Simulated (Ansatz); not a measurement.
Polymorphs of WO₃, each relaxed with plane-wave PAW PBEsol (Ansatz code):

A: P2_1/c
a = 5.316 Å, b = 5.275 Å, c = 7.739 Å, α = 90.00°, β = 90.71°, γ = 90.00°

```tsv
atom	site	symmetry	x	y	z
W	4e	1	0.7469	0.2311	0.2185
O	4e	1	0.4697	0.0266	0.2280
O	4e	1	0.2512	0.7082	0.0061
O	4e	1	0.0231	0.4750	0.2718
```

B: P6/mmm
a = 7.389 Å, b = 7.389 Å, c = 3.800 Å, α = 90.00°, β = 90.00°, γ = 120.00°

| atom | site | symmetry | x | y | z |
|---|---|---|---|---|---|
| W | 3f | mmm | 0.0000 | 0.5000 | 0.0000 |
| O | 6l | mm2 | 0.2146 | 0.4291 | 0.0000 |
| O | 3g | mmm | 0.5000 | 0.5000 | 0.5000 |

Task: Rank these by energy per atom at 0 K (lowest first), as PBEsol gives it.

Result: A (+0 meV/atom), B (+28 meV/atom)

Task: Give each one's gap.

Result: A 1.66 eV; B 0.61 eV.

Standing as an ambient phase not checked: A; B. All cells were relaxed under the symmetry of their starts (and spin orders); stability against distortions was not tested throughout. Rows with no word on spin ran without spin polarisation. Spin–orbit coupling is left out wherever it is not named.

Energies hold the estimated change up to a 700 eV cutoff; steps of a few meV lie near the error of the meshes.

Potentials: the later of the program's two PAW sets.
